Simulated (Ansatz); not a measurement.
## Property card for InAgTe$_{2}$

InAgTe2:
```
CELL_PARAMETERS angstrom
      2.08064     1.20126     6.73706
     -2.08064     1.20126     6.73706
      0.00000    -2.40252     6.73706
ATOMIC_POSITIONS crystal
  In 0.50000 0.50000 0.50000
  Ag 0.00000 0.00000 0.00000
  Te 0.25476 0.25476 0.25476
  Te 0.74524 0.74524 0.74524
```

Space group R-3m (No. 166); conventional cell a = b = 4.1613 Å, c = 20.2112 Å, α = β = 90.00°, γ = 120.00°.

Method: DFT-LDA in the program Ansatz with PAW potentials. Structure relaxed to zero pressure with the same functional. Other levels are named where they apply.

Cell and energy:

- Volume per atom: 25.26 Å³
- Density: 7.85 g/cm³
- Formation energy from the elements (no fitted shifts): -0.17 eV/atom

Electronic structure:

- Electronic character = metallic (no gap)
- Density of states at the Fermi level = 0.58 states/eV per atom (mean over ±0.08 eV)

Mechanics:

- Bulk modulus (Birch–Murnaghan fit): 68.4 GPa
- Pressure derivative B′: 5.1

Phonons:

Highest zone-centre frequency: 16.3 meV
Zone-centre stability: no imaginary mode at Γ

The workflow started from a Materials Project entry (that database holds measured and hypothetical structures alike); the Crystallography Open Database copy checked does not list it. COD files the formula under space group No. 122. With In and Ag taken as one species the cell has the higher symmetry Fm-3m, so it may be an ordered model of a mixed-site phase. Whether it is the stable phase at ambient conditions was not checked. The LDA relaxation kept the symmetry of its start. No spin polarisation was allowed. As this level gives no gap, phonon frequencies hold no LO–TO term and depend on the k-mesh and smearing (Fermi–Dirac, 0.1 eV here). The references are the lowest solids computed at this level, not always the standard phases. Spin–orbit coupling is left out wherever it is not named.

Potentials: the later of the program's two PAW sets.
